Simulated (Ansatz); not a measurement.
A relaxed cell of Bi2Te3 (R-3m (No. 166)), relaxed on a k-mesh at least as fine as the one used below. Level of theory: r2SCAN (plane waves to 500 eV, PAW, scalar-relativistic; Ansatz, a quantum-chemistry and plane-wave program). Γ-centred k-mesh 6×6×6 on the run's cell (coarser than for final values), Fermi–Dirac smearing 0.05 eV.

```yaml
crystal:
  lattice:
    - [2.21000, 1.27594, 10.77161]
    - [-2.21000, 1.27594, 10.77161]
    - [0.00000, -2.55188, 10.77161]
  atoms:
    - { symbol: Bi, position: [0.39686, 0.39686, 0.39686] }
    - { symbol: Bi, position: [0.60314, 0.60314, 0.60314] }
    - { symbol: Te, position: [0.00000, 0.00000, 0.00000] }
    - { symbol: Te, position: [0.21703, 0.21703, 0.21703] }
    - { symbol: Te, position: [0.78297, 0.78297, 0.78297] }
```

The atoms are displaced by (Å):

```csv
atom,ux,uy,uz
Bi1,0.028,0.023,0.196
Bi2,-0.041,-0.087,0.062
Te3,0.011,-0.038,0.061
Te4,0.122,0.043,0.053
Te5,0.053,-0.001,-0.170
```

Problem. What forces (eV/Å) and pressure result?

Solution. 
| atom | Fx | Fy | Fz |
|---|---|---|---|
| Bi1 | 0.00 | -0.20 | -2.24 |
| Bi2 | 0.26 | 0.29 | 0.27 |
| Te3 | 0.18 | 0.12 | 0.09 |
| Te4 | -0.37 | -0.37 | -0.20 |
| Te5 | -0.07 | 0.15 | 2.08 |

Pressure +2.5 GPa.

Problem. Estimate the energy cost of the displacement in the harmonic approximation and compare with the calculation.

Solution. For a harmonic well ΔE = −½ Σ F·u = 0.444 eV a cell, or 89 meV/atom. The calculated energy relative to the undisplaced cell is +0.09 eV/atom, so the harmonic estimate holds well.

No spin polarisation in the result.

The run that gave the undisplaced cell could not lose the symmetry of its start; a randomly shaken copy of 5 atoms returns to this structure.
